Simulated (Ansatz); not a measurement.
AlNi (CsCl type), conventional cell a = b = c = 2.893 Å, α = β = γ = 90.00°. The calculation uses the primitive cell of 2 atoms, to which meshes and values per cell refer.

Two coordinates are scanned: the volume, and the ratio of the stretch along z (the conventional c axis) to the stretch across it. Atoms keep their fractional coordinates.

Method: PBE (plane waves to 420 eV, PAW, scalar-relativistic; Ansatz, a first-principles code). k mesh 16×16×16 (Γ-centred), Fermi-Dirac smearing 0.05 eV. Stress and pressure are positive under compression. With partly filled bands, the response to shear is sensitive to the k mesh, so small differences along c/a are uncertain. AlNi is run without spin polarisation. AlNi was relaxed with its symmetry unable to fall. The PAW data are Ansatz's earlier set. The last digit holds for this mesh only.

Changes of σxx (GPa) from the point V/V₀ = 1.000, (c/a)/(c/a)₀ = 1.000 when one coordinate moves alone (two changes are said to add if the coupling is within 5 % of the smaller one, nearly so within 20 %):

```
point                               change
----------------------------------  ------
V/V₀ = 1.000, (c/a)/(c/a)₀ = 0.880   -3.44
V/V₀ = 1.000, (c/a)/(c/a)₀ = 0.920   -2.09
V/V₀ = 1.000, (c/a)/(c/a)₀ = 0.960   -1.06
V/V₀ = 0.960, (c/a)/(c/a)₀ = 1.000    7.10
V/V₀ = 0.973, (c/a)/(c/a)₀ = 1.000    4.56
V/V₀ = 0.987, (c/a)/(c/a)₀ = 1.000    2.20
V/V₀ = 1.013, (c/a)/(c/a)₀ = 1.000   -2.05
V/V₀ = 1.027, (c/a)/(c/a)₀ = 1.000   -3.95
V/V₀ = 1.040, (c/a)/(c/a)₀ = 1.000   -5.73
V/V₀ = 1.000, (c/a)/(c/a)₀ = 1.040    0.96
V/V₀ = 1.000, (c/a)/(c/a)₀ = 1.080    1.76
V/V₀ = 1.000, (c/a)/(c/a)₀ = 1.120    2.28
```

Problem. Do the two effects add at V/V₀ = 0.960, (c/a)/(c/a)₀ = 0.880? Give the computed change.

Solution. The sum of the single changes is 7.10 + (-3.44) = 3.66; the calculation gives 3.15, so the coupling contributes -0.51 (under 20 % of the smaller single change, nearly additive).

Problem. What is the change at V/V₀ = 0.987, (c/a)/(c/a)₀ = 0.960, where both move, and how far is it from the sum?

Solution. The sum of the single changes is 2.20 + (-1.06) = 1.14; the calculation gives 1.09, so they add (within 5 % of the smaller single change).

(A scan under strain: stresses follow from slopes of the energy per volume, elastic moduli from its curvatures.)
